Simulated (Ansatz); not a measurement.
# A plane-wave run on SiO$_{2}$

The input, for Ansatz 0.2.0 (plane waves, PAW):

```yaml
crystal:
  lattice:
    - [4.70590043, 0.0, 0.0]
    - [0.0, 4.70590043, 0.0]
    - [0.0, 0.0, 6.34321606]
  atoms:
    - { symbol: Si, position: [0.3316, 0.3316, 0.0] }
    - { symbol: Si, position: [0.1684, 0.8316, 0.25] }
    - { symbol: Si, position: [0.6684, 0.6684, 0.5] }
    - { symbol: Si, position: [0.8316, 0.1684, 0.75] }
    - { symbol: O, position: [0.2297, 0.1648, 0.2119] }
    - { symbol: O, position: [0.3352, 0.7297, 0.4619] }
    - { symbol: O, position: [0.7703, 0.8352, 0.7119] }
    - { symbol: O, position: [0.6648, 0.2703, 0.9619] }
    - { symbol: O, position: [0.7297, 0.3352, 0.5381] }
    - { symbol: O, position: [0.8352, 0.7703, 0.2881] }
    - { symbol: O, position: [0.2703, 0.6648, 0.0381] }
    - { symbol: O, position: [0.1648, 0.2297, 0.7881] }
  symmetry: { tolerance: 0.0003 }
kpoints:
  mp_grid: { grid: [6, 6, 4], shift: [0, 0, 0] }
  band_path:
    path:
      - [0.0, 0.0, 0.0]
      - [0.0, 0.5, 0.0]
      - [0.5, 0.5, 0.0]
      - [0.0, 0.0, 0.0]
      - [0.0, 0.0, 0.5]
      - [0.0, 0.5, 0.5]
      - [0.5, 0.5, 0.5]
      - [0.0, 0.0, 0.5]
      - [0.0, 0.5, 0.0]
      - [0.0, 0.5, 0.5]
      - [0.5, 0.5, 0.0]
    npoints: 6
magnetization:
  spin_polarized: false
scf:
  occupations: { method: tetrahedron }
  lower_state_search: "off"
  max_iter: 200
hamiltonian:
  pseudopotentials: { kind: paw }
  xc: r2scan
basis:
  ecutwfc: 500
  fft_grid_basis: typed
output:
  forces: true
  stress: true
  eigenvalues: true
  bader: true
  populations: true
  elf: true
  write_potential: true
  volumetric_format: npy
  dos:
    e_range: [-12, 8]
    de: 0.05
    projected: { site_lists: { O: [O], Si: [Si] } }
checkpoint:
  read: saved_state
```

The run starts from an earlier solution of this cell. 

Output (shortened):

```
SCF iter   1: F=—  Δρ=6.97e-4  dr2=1.39e-4  dr2_τ=4.65e-4
SCF iter   2: F=—  Δρ=3.60e-4  dr2=4.30e-5  dr2_τ=1.16e-4
SCF iter   3: F=—  Δρ=4.65e-5  dr2=2.35e-6  dr2_τ=4.17e-7
SCF iter   4: F=—  Δρ=2.12e-5  dr2=1.94e-7  dr2_τ=2.47e-7
SCF iter   5: F=-7119.8613 eV  Δρ=2.07e-6  dr2=4.33e-9  dr2_τ=1.61e-9
Free energy (F): -7119.8613 eV
Harris-Foulkes:  -7119.8613 eV  (|F-HF|=1.70e-8)
Internal energy: -7119.8613 eV  (E = F + TS)
E sigma→0 (E₀):  -7119.8613 eV
Fermi energy:    2.9429 eV
--- Per-component energies (eV) ---
  E_band       = -274.2569
  E_kinetic    = 1621.7118
  E_local      = -3679.5617  (includes V_loc(G=0)·N_el)
  E_nonlocal   = 472.3454
  E_hartree    = 1311.6232
  E_xc         = -802.2389
  E_vxc        = -1061.5408  (∫ρ·V_xc dr)
  E_paw        = -3366.4773  (= ΣΔE_a)
  E_vpaw       = -316.7762  (= ΣTr[D̂ρ^β])
  E_aug_tail   = 0.0085  (compensation charges beyond the density's cutoff)
  E_vtau       = 66.3118  (kinetic-family band-sum trace: ∫τ·v_τ [+ j·A + Jᵃ·Aᵃ] dr)
  E_ewald      = -2676.7111
  E_core_change = -0.5613  (= ΣΔE_core)
  E_smearing   =  0.0000  (= −TS)
--- Forces (eV/Å), atoms counted from 1 ---
  atom   1  Si    -0.1930    -0.1930     0.0000
  atom   2  Si     0.1930    -0.1930     0.0000
  atom   3  Si     0.1930     0.1930     0.0000
  atom   4  Si    -0.1930     0.1930     0.0000
  atom   5  O     -0.0445     0.0821    -0.4841
  atom   6  O     -0.0821    -0.0445    -0.4841
  atom   7  O      0.0445    -0.0821    -0.4841
  atom   8  O      0.0821     0.0445    -0.4841
  atom   9  O     -0.0445    -0.0821     0.4841
  atom  10  O     -0.0821     0.0445     0.4841
  atom  11  O      0.0445     0.0821     0.4841
  atom  12  O      0.0821    -0.0445     0.4841
--- Stress (GPa, compression-positive) ---
        3.1191       0.0000       0.0000
        0.0000       3.1191       0.0000
        0.0000       0.0000      -0.0273
  P = ⅓ Tr σ = 2.0703 GPa (20.703 kbar)
--- Löwdin populations: 12 sites ---
  site symbol       q [e]
     0     Si      2.1589
     1     Si      2.1589
     2     Si      2.1589
     3     Si      2.1589
     4      O      6.8092
     5      O      6.8092
     6      O      6.8092
     7      O      6.8092
     8      O      6.8092
     9      O      6.8092
    10      O      6.8092
    11      O      6.8092
  spilling = 0.0139 (of n_electrons = 64.0000)
```

Origin: a database entry at a rescaled volume. Caveats: empty levels are not fully converged; forces and stress under tetrahedra may miss the slope of the energy.
